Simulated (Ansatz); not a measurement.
Space group Pm-3m (No. 221). a = 3.952 Å, b = 3.952 Å, c = 3.952 Å, α = 90.00°, β = 90.00°, γ = 90.00°
```tsv
atom	site	symmetry	x	y	z
Sc	1a	m-3m	0.0000	0.0000	0.0000
Pt	3c	4/mm.m	0.0000	0.5000	0.5000
```

Equation of state of this ScPt$_{3}$ structure (not necessarily the ground state), with shape and atoms relaxed at each volume where symmetry leaves them free. It has no gap at any of these volumes. Level of theory: DFT PBEsol, scalar-relativistic, plane waves, PAW (Ansatz 0.2.0).

Cutoff 420 eV; k points 10×10×10 on the computed 4-atom cell (Γ-centred); Gaussian smearing, width 0.10 eV; no spin polarisation.

| V (Å³/atom) | E − E(largest V) (meV/atom) | P (GPa) |
| --- | --- | --- |
| 13.574 | 112.83 | 40.18 |
| 14.037 | 16.01 | 27.28 |
| 14.500 | -46.68 | 16.50 |
| 14.962 | -80.88 | 7.50 |
| 15.425 | -91.29 | -0.02 |
| 15.888 | -81.80 | -6.29 |
| 16.351 | -55.72 | -11.50 |
| 16.968 | 0.00 | -17.08 |

Q: Fit a third-order Birch–Murnaghan equation to E(V).

A: V0 = 15.42 Å³/atom, B0 = 229 GPa, B0' = 5.0.

Spin-orbit coupling is left out, which matters for the bands of heavy elements.

Cost: 8 runs of about 1.5 core-minutes in all, on Arm Neoverse V1 (shared hosts).